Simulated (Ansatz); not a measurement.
Na (bcc, W type)

```
CELL_PARAMETERS angstrom
     -2.09826     2.09826     2.09826
      2.09826    -2.09826     2.09826
      2.09826     2.09826    -2.09826
ATOMIC_POSITIONS crystal
  Na 0.00000 0.00000 0.00000
```

The slice is a {211} plane (indices of the conventional cell) through the point (0.000, 0.000, 0.000) (fractional), spanned by u = [111] and v = [1 0 -1] in vectors of this cell: u (3.63 Å) and v (5.93 Å, at 90° to u). It covers one period; positions are fractions (u, v).

Level of theory: PBE (plane waves to 420 eV, PAW, scalar-relativistic; Ansatz, a quantum-chemistry and plane-wave program). k mesh 16×16×16. These are valence fields of a PAW run, semicore shells included where kept as valence: close to a nucleus they are smooth pseudo fields. Na was relaxed with its symmetry unable to fall.

### Question
What is the valence density on the shortest Na–Na line in this plane (3.63 Å), at its midpoint?

### Answer
0.03 e/Å³.

### Question
What is the ELF at the midpoint of the shortest Na–Na line in this plane (3.63 Å)?

### Answer
0.4.

### Question
Predict the map of the valence electron density on the slice.

### Answer
```
|@@%+:.      .:+%@|
|%%*=:        :=*%|
|*+=:.        .:=+|
|--:.          .:-|
|..              .|
|                 |
|                 |
|                 |
|                 |
|                 |
|                 |
|                 |
|                 |
|                 |
|                 |
|                 |
|                 |
|                 |
|                 |
|                 |
|                 |
|                 |
|..              .|
|--:.          .:-|
|*+=:.        .:=+|
|%%*=:        :=*%|
|@@%+:.      .:+%@|
|@@%+-.      .-+%@|
```
Scale: ten equal steps from -1.54 (start of ' ') to 1.32 (end of '@'), in the order ' .:-=+*#%@'. Values: log₁₀ of the valence density in e/Å³. The map has 17 points along u (one character each, u = 0 at the left) and 28 along v (v = 0 in the bottom row). The scale is logarithmic, as a density can span decades between atoms and voids.
